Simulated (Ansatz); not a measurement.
BaCa3F8 on the sites of the fluorite structure (relaxed group Cmmm) at its r2SCAN geometry, run in the plane-wave code Ansatz at 2 levels of theory. All values are calculated for a non-magnetic cell, which may be hypothetical.

The PBE+SOC input:
```yaml
crystal:
  lattice:
    - [3.9782356768, -5.6895111945, 0.0]
    - [3.9782356768, 5.6895111945, 0.0]
    - [0.0, 0.0, 3.9608481118]
  atoms:
    - { symbol: Ca, position: [0.0, 0.0, 0.0] }
    - { symbol: F, position: [0.3549160776, 0.6450839224, 0.5] }
    - { symbol: F, position: [0.1197872777, 0.8802127223, 0.5] }
    - { symbol: Ca, position: [0.5, 0.0, 0.5] }
    - { symbol: F, position: [0.8983631502, 0.6350303203, 0.0] }
    - { symbol: F, position: [0.6350303203, 0.8983631502, 0.0] }
    - { symbol: Ca, position: [0.0, 0.5, 0.5] }
    - { symbol: F, position: [0.3649696797, 0.1016368498, 0.0] }
    - { symbol: F, position: [0.1016368498, 0.3649696797, 0.0] }
    - { symbol: Ba, position: [0.5, 0.5, 0.0] }
    - { symbol: F, position: [0.8802127223, 0.1197872777, 0.5] }
    - { symbol: F, position: [0.6450839224, 0.3549160776, 0.5] }
kpoints:
  mp_grid: { grid: [4, 4, 6] }
  band_path:
    path:
      - [0.0, 0.0, 0.0]
      - [-0.5, 0.5, 0.0]
      - [-0.3722281143, 0.6277718857, 0.0]
      - [0.3722281143, 0.3722281143, 0.0]
      - [0.0, 0.0, 0.5]
      - [0.3722281143, 0.3722281143, 0.5]
      - [-0.3722281143, 0.6277718857, 0.5]
      - [-0.5, 0.5, 0.5]
      - [0.0, 0.5, 0.0]
      - [0.0, 0.0, -0.005208]
    npoints: 1
hamiltonian:
  xc: pbe
scf:
  occupations: { method: fixed }
  n_extra_bands: 14
magnetization:
  noncollinear: true
  spin_orbit: true
output:
  forces: true
  stress: true
  eigenvalues: true
  write_density: true
  write_potential: true
  elf: true
  volumetric_format: npy
```

Main results, then, where recorded, the levels near the gap in eV from the Fermi energy (columns number the bands from 0), one row a point of the path (Γ, Y, C₀, Σ₀, Z, A₀, E₀, T, S, Γ–Z (0.01)):
```
Crystal: 12 atoms, lattice volume = 179.301 Å³
Symmetry: 8 space group operations + 8 with time reversal
Magnetic group: BNS 65.482 (UNI 580)
```
```
Basis set: ecut = 420 eV, 3519 PW (Γ)
Bands: 110, of which v1, the nominal top of the filled ones, is band 96 counted from 1 (95 counted from 0)
k-points: 28 of 96
Free energy (F): -17896.159654 eV
Fermi energy:    3.710001 eV
--- Forces (eV/Å), atoms counted from 1 ---
  atom   1  Ca      0.00000      0.00000      0.00000
  atom   2  F       0.00000    -0.07410      0.00000
  atom   3  F       0.00000      0.00513      0.00000
  atom   4  Ca      0.00000      0.00000      0.00000
  atom   5  F     -0.03926      0.03373      0.00000
  atom   6  F     -0.03926    -0.03373      0.00000
  atom   7  Ca      0.00000      0.00000      0.00000
  atom   8  F       0.03926      0.03373      0.00000
  atom   9  F       0.03926    -0.03373      0.00000
  atom  10  Ba      0.00000      0.00000      0.00000
  atom  11  F       0.00000    -0.00513      0.00000
  atom  12  F       0.00000      0.07410      0.00000
--- Stress (GPa, compression-positive) ---
        2.685842       0.000000       0.000000
        0.000000       2.622246       0.000000
        0.000000       0.000000       2.716932
  P = ⅓ Tr σ = 2.6750 GPa (26.750 kbar)
```

With PBE+SOC the gap is 6.62 eV and direct, at Γ.

Question: Another run on the same cell gave
```
Basis set: ecut = 500 eV, 4561 PW (Γ)
Bands: 55, of which v1, the nominal top of the filled ones, is band 48 counted from 1 (47 counted from 0)
k-points: 28 of 96
Free energy (F): -17934.484891 eV
Fermi energy:    3.158260 eV
--- Forces (eV/Å), atoms counted from 1 ---
  atom   1  Ca      0.00000      0.00000      0.00000
  atom   2  F       0.00000      0.00049      0.00000
  atom   3  F       0.00000      0.00115      0.00000
  atom   4  Ca      0.00000      0.00000      0.00000
  atom   5  F       0.00060      0.00108      0.00000
  atom   6  F       0.00060    -0.00108      0.00000
  atom   7  Ca      0.00000      0.00000      0.00000
  atom   8  F     -0.00060      0.00108      0.00000
  atom   9  F     -0.00060    -0.00108      0.00000
  atom  10  Ba      0.00000      0.00000      0.00000
  atom  11  F       0.00000    -0.00115      0.00000
  atom  12  F       0.00000    -0.00049      0.00000
--- Stress (GPa, compression-positive) ---
        0.026975       0.000000       0.000000
        0.000000       0.024801       0.000000
        0.000000       0.000000       0.026372
  P = ⅓ Tr σ = 0.0260 GPa (0.260 kbar)
```
```tsv
band_43	band_44	band_45	band_46	band_47	band_48	band_49	band_50
-0.427	-0.399	-0.302	-0.216	0.000	7.189	8.208	9.389
-0.354	-0.271	-0.251	-0.221	-0.049	7.836	8.637	9.147
-0.387	-0.340	-0.252	-0.239	-0.053	7.892	8.529	9.198
-0.387	-0.340	-0.252	-0.239	-0.053	7.892	8.529	9.198
-0.307	-0.295	-0.176	-0.130	-0.083	7.761	8.681	8.865
-0.388	-0.252	-0.235	-0.115	-0.104	7.526	8.736	9.218
-0.388	-0.252	-0.235	-0.115	-0.104	7.526	8.736	9.218
-0.412	-0.382	-0.247	-0.057	-0.036	7.444	8.662	9.492
-0.483	-0.427	-0.266	-0.264	-0.108	7.850	8.446	8.924
-0.427	-0.399	-0.302	-0.216	0.000	7.190	8.208	9.389
```
Which level of theory and mesh gave it?

Answer: It is r2SCAN, on 4×4×6; the blocks that differ from the first input, but for the band path:
```yaml
hamiltonian:
  xc: r2scan
scf:
  occupations: { method: fixed }
  n_extra_bands: 7
```
(magnetization left out)
The r2SCAN gap is direct at Γ: 7.19 eV. The mean stress is close to zero (0.03 GPa).

Totals of different functionals, or with and without spin-orbit coupling, can't be compared.

Only the levels marked +SOC include spin-orbit coupling.
